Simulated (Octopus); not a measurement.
CaF$_{2}$ (Fm-3m, No. 225), cubic lattice constant 5.516 Å. The cell is a database entry, not relaxed again.

All numbers are Octopus results at the level LDA (grid spacing about 0.16 Å, Γ-centred 6×6×6 k-mesh, Fermi-Dirac smearing of 0.01 eV, no spin polarisation; PseudoDojo 0.4 LDA potentials), not measurements. The cell is scaled uniformly. Energies of the lowest empty band count from each cell's highest valence level among the special points, at X; they are Kohn-Sham values at fixed points of the zone.

```
a (Å)  ln(V/V₀)  Γ (eV)  X (eV)  L (eV)
-----  --------  ------  ------  ------
5.268   -0.1381   7.625   8.177   9.740
5.323   -0.1069   7.427   8.097   9.609
5.378   -0.0760       ?       ?       ?
5.433   -0.0453   7.051   7.937   9.346
5.488   -0.0150   6.873   7.856   9.215
5.516    0.0000   6.786   7.815   9.149
5.571    0.0299   6.616   7.733   9.018
```

V₀ is the volume of the database cell.

Task: Fit each column by a quadratic in ln V through the rows shown. Give the volume deformation potentials dE/d ln V at the withheld row, and predict that row.

Result: Fits: Γ: 6.785 −5.75 x +2.4 x²; X: 7.815 −2.72 x −0.7 x²; L: 9.149 −4.38 x −0.8 x², with x = ln(V/V₀). At x = -0.0760 the slopes are −6.1 eV (Γ), −2.6 eV (X), −4.3 eV (L). Predicted against computed: 7.236 against 7.236 eV, 8.017 against 8.017 eV, 9.478 against 9.478 eV.

The lowest of these levels is that at Γ in all rows.
